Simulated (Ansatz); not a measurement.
S in its lowest state found on the top face of a (110) slab of Si₂Ni (Fm-3m (No. 225)), 4 planes, outer planes Si2Ni (top) and Si2Ni (bottom); 1 a cell of 40.96 Å², its atoms last:

```yaml
crystal:
  lattice:
    - [7.61068, 0.00000, 0.00000]
    - [0.00000, 5.38156, 0.00000]
    - [0.00000, 0.00000, 24.70801]
  atoms:
    - { symbol: Si, position: [0.50000, 0.75000, 0.34402] }
    - { symbol: Si, position: [0.00000, 0.75000, 0.34402] }
    - { symbol: Si, position: [0.50000, 0.25000, 0.34402] }
    - { symbol: Si, position: [0.00000, 0.25000, 0.34402] }
    - { symbol: Ni, position: [0.25000, 0.50000, 0.34402] }
    - { symbol: Ni, position: [0.75000, 0.50000, 0.34402] }
    - { symbol: Si, position: [0.75000, 0.25000, 0.42102] }
    - { symbol: Si, position: [0.25000, 0.25000, 0.42102] }
    - { symbol: Si, position: [0.75000, 0.75000, 0.42102] }
    - { symbol: Si, position: [0.25000, 0.75000, 0.42102] }
    - { symbol: Ni, position: [0.50000, 0.00000, 0.42102] }
    - { symbol: Ni, position: [0.00000, 0.00000, 0.42102] }
    - { symbol: Si, position: [0.99689, 0.74843, 0.49948] }
    - { symbol: Si, position: [0.50311, 0.74843, 0.49948] }
    - { symbol: Si, position: [0.99690, 0.25157, 0.49948] }
    - { symbol: Si, position: [0.50310, 0.25157, 0.49948] }
    - { symbol: Ni, position: [0.75000, 0.50000, 0.49302] }
    - { symbol: Ni, position: [0.25000, 0.50001, 0.49760] }
    - { symbol: Si, position: [0.25000, 0.23634, 0.57382] }
    - { symbol: Si, position: [0.75000, 0.26947, 0.57563] }
    - { symbol: Si, position: [0.25000, 0.76368, 0.57382] }
    - { symbol: Si, position: [0.75000, 0.73054, 0.57563] }
    - { symbol: Ni, position: [0.99430, 0.00001, 0.57184] }
    - { symbol: Ni, position: [0.50570, 0.00001, 0.57184] }
    - { symbol: S, position: [0.25000, 0.50002, 0.63993] }
```

The calculation used Ansatz 0.2.0, DFT PBE+D3(BJ), scalar-relativistic, plane waves, PAW. Settings: cutoff 420 eV, Γ-centred mesh 4×6×1 on the computed 25-atom cell, Gaussian smearing of 0.10 eV; no spin polarisation. A dipole correction removes the field between periodic images along c.

The clean top face has a work function of 4.60 eV. Adsorption changes the slab's dipole along +c by Δp = -0.0291 e·Å a cell (-0.14 D an adsorbate).

Problem. What change of work function does the Helmholtz equation give?

Solution. A sheet of dipoles makes a step in an electron's potential energy of −e·Δp/(ε0·A), and e/ε0 = 180.95 eV·Å for Δp in e·Å: −180.95 × (-0.0291)/40.96 = +0.13 eV. This is the change of φ(top) − φ(bottom). If the bottom face is unmoved, φ(top) becomes 4.73 eV.

Problem. How does that compare with the calculation?

Solution. φ(top) changes by +0.13 eV and φ(bottom) by 0.00 eV, so their difference changes by +0.13 eV. The bottom face hardly moves.

Problem. What does the sign say about the electrons?

Solution. The change of dipole points into the surface (negative end outward), so the work function rises. Electrons gather on the vacuum side. Δp also holds the adsorbate's own dipole and the moves of the surface atoms, so it isn't a charge transfer alone.

Cost: 3 runs of about 57 core-minutes in all, on Intel Xeon Platinum 8488C (Sapphire Rapids) (shared hosts).